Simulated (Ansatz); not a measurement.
AlN:
```cif
data_Al2N2
_chemical_formula_sum 'Al2 N2'
_space_group_name_H-M_alt 'P63/mmc'
_space_group_IT_number 194
_space_group_name_Hall '-P 6c 2c'
_cell_length_a 2.83285
_cell_length_b 2.83285
_cell_length_c 4.84096
_cell_angle_alpha 90.000
_cell_angle_beta 90.000
_cell_angle_gamma 120.000
loop_
_atom_site_label
_atom_site_type_symbol
_atom_site_symmetry_multiplicity
_atom_site_Wyckoff_symbol
_atom_site_fract_x
_atom_site_fract_y
_atom_site_fract_z
_atom_site_occupancy
Al1 Al 2 a 0.00000 0.00000 0.00000 1
N1 N 2 c 0.33333 0.66667 0.25000 1
```

This is the r²SCAN-relaxed structure.

Q: All from plane-wave PAW r²SCAN (Ansatz code), unless another level is named. Predict the weight of the valence-edge state by species (Voronoi cells).

A: N 89 %, Al 11 %.

Q: And the conduction-band minimum?

A: on the L–M line, 37 % of the way from L (6 equivalent valleys).

Q: Give the weight of the conduction-edge state by species (Voronoi cells).

A: Al 59 %, N 41 %.

Q: Predict the valence-band maximum.

A: at Γ.

Space group P6_3/mmc (NiAs type). The cell is a constructed one: a structure type filled with these elements; the Crystallography Open Database copy checked does not list it. It is not the phase usual at ambient conditions (space group No. 186, 216). Symmetry was held in the r²SCAN relaxation; its stability against distortions is not shown here.

Potentials: the later of the program's two PAW sets.
